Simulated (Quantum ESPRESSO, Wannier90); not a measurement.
# Wannier functions of TaS2 (CdI2 type)

```xyz
3
Lattice="3.3829 0.0000 0.0000 -1.6914 2.9296 0.0000 0.0000 0.0000 6.1680" Properties=species:S:1:pos:R:3 pbc="T T T"
Ta     0.0000     0.0000     0.0000
S     -1.6914     0.9765    -1.5156
S      1.6914    -0.9765     1.5156
```

Materials Project entry mp-1690; symmetrised, unrelaxed at this level. COD (Crystallography Open Database) has the formula in 4 space groups, this one among them (matched by group alone). Method: PBEsol plane waves in Quantum ESPRESSO 7.5 (PseudoDojo norm-conserving files, 47 Ry, no spin polarisation, no spin-orbit coupling), Bloch states on a 12×12×6 mesh through Γ, Wannier90 4.0.1. Density: 12×12×6 mesh, cold smearing 0.01 Ry. The cell is built of weakly bound layers, chains or molecules, whose nearest atoms lie 3.70 Å apart. Database cells relaxed without dispersion often hold them too far apart, which can enlarge gaps and weakens couplings between them; spacing and stacking were not compared with the measured crystal. Spin-orbit coupling is left out although heavy elements are present.

The plane-wave run has 27 bands and 25 electrons a cell. On the energy scale of pw.x, whose zero is arbitrary, the Fermi level lies at 9.50 eV.

Isolated groups of bands, relative to the Fermi level (bands from 16 on overlap up to the last one computed):

| bands | from (eV) | to (eV) | filling | weight on atomic waves |
|---|---|---|---|---|
| 1 | -68.88 | -68.87 | filled | Ta 5s 98 % |
| 2–4 | -35.55 | -35.24 | filled | Ta 5p 98 % |
| 5–6 | -14.80 | -12.52 | filled | S 3s 78 %, Ta 5d 11 %, Ta 6s 8 % |
| 7–15 | -6.80 | 2.90 | partly filled | S 3p 54 %, Ta 5d 39 % |

Input w.win, without the blocks of cell, atoms and k-points (864 lines):

```
num_bands = 21
num_wann = 11
exclude_bands = 1-6
num_iter = 800
conv_tol = 1.0e-6
conv_window = 4
dis_num_iter = 1000
dis_conv_tol = 1.0e-6
dis_froz_max = 15.00
write_hr = true
write_u_matrices = true
begin projections
Ta: d
S: p
end projections
mp_grid = 12 12 6
```

wannier90.x stops with:
```
dis_windows: More states in the frozen window than target WFs
```
At some k-point more bands lie below dis_froz_max than there are Wannier functions, and every frozen state has to fit into the subspace. Mended as below, all else unchanged, the run goes through (Ω_I = 18.4 Å²) and follows the plane-wave bands to 0.7 meV rms (states up to 1.0 eV relative to the Fermi level).
```
dis_froz_max = 11.00
```
